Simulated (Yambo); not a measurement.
Yambo run on AgI (wurtzite, space group P6_3mc, No. 186). The wavefunctions are PBEsol (pw.x of Quantum ESPRESSO, ONCV potentials, no spin-orbit coupling) ones on a 3×3×2 mesh (26 occupied bands); a = b = 4.557 Å, c = 7.444 Å, α = β = 90.00°, γ = 120.00°.

Yambo input:

```
rim_cut
gw0
dyson
el_el_corr
HF_and_locXC
ppa
em1d
RandQpts= 1000000
RandGvec= 1 Ry
EXXRLvcs= 82 Ry
VXCRLvcs= 328 Ry
Chimod= "HARTREE"
% BndsRnXp
 9 | 204 |
%
NGsBlkXp= 7 Ry
% LongDrXp
 1.0 | 1.0 | 1.0 |
%
PPAPntXp= 27.2114 eV
% GbndRnge
 1 | 132 |
%
GTermKind= "BG"
DysSolver= "n"
ExtendOut
% QPkrange
 1 | 1 | 26 | 27 |
%
```

k points by index: 1 = Γ.

Resulting energies as the program prints them:

```
#    K-point    Band    Eo [eV]    E [eV]    E-Eo [eV]    Vxc [eV]    Vnlxc [eV]    Sc|Eo [eV]    Sc|E [eV]    dSc/dw|Eo [eV]    Re(Z)    Im(Z)
#
    1    26    0.000000    -0.754029    -0.754029    -17.25004    -20.77811    2.581150    2.774048    -6.960149    0.796315    -0.001419
    1    27    1.228450    1.623993    0.395543    -9.512869    -5.387429    -3.645008    -3.729897    -5.838206    0.823348    -0.001307
```
(The two width columns are left out.) Convergence of these settings isn't established.

Geometry relaxed with PBEsol.
